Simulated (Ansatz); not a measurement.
A: SrTl2 (space group P6_3/mmc), a = b = 5.098 Å, c = 8.128 Å, α = β = 90.00°, γ = 120.00°
B: CoSn (CoSn type, space group P6/mmm), a = b = 5.2178 Å, c = 4.1725 Å, α = β = 90.00°, γ = 120.00°
C: WC (WC type, space group P-6m2), a = 2.8985 Å, b = 2.8985 Å, c = 2.8277 Å, α = 90.00°, β = 90.00°, γ = 120.00°
D: CrCuO2 (delafossite type, space group R-3m), a = 2.9638 Å, b = 2.9638 Å, c = 16.9204 Å, α = 90.00°, β = 90.00°, γ = 120.00°

Scan: energy over volume and axial ratio (atoms clamped). One method and one kind of scan serve all of them; meshes and ranges differ. All were relaxed with their symmetry unable to fall. CoSn is run without spin polarisation. CrCuO2 is run spin-polarised and with no Hubbard U. Relaxed CrCuO2 ends ferromagnetic. Spin-orbit coupling is left out. WC is run without spin polarisation. The magnetic order is the one the run started from; other orders were not tried. (This holds for the magnetic or f-shell members.)

Question: Put the candidates in order of modulus against c/a change at fixed volume, (3/4V)·∂²E/∂(ln c/a)² (fitted), lowest first, for PBEsol (plane waves to 420 eV, PAW, scalar-relativistic; Ansatz, a quantum-chemistry and plane-wave program).

Answer: A (23 GPa), B (106 GPa), D (148 GPa), C (366 GPa)

(Under strain, the slope of the energy per volume gives the stress and its curvature an elastic modulus.)
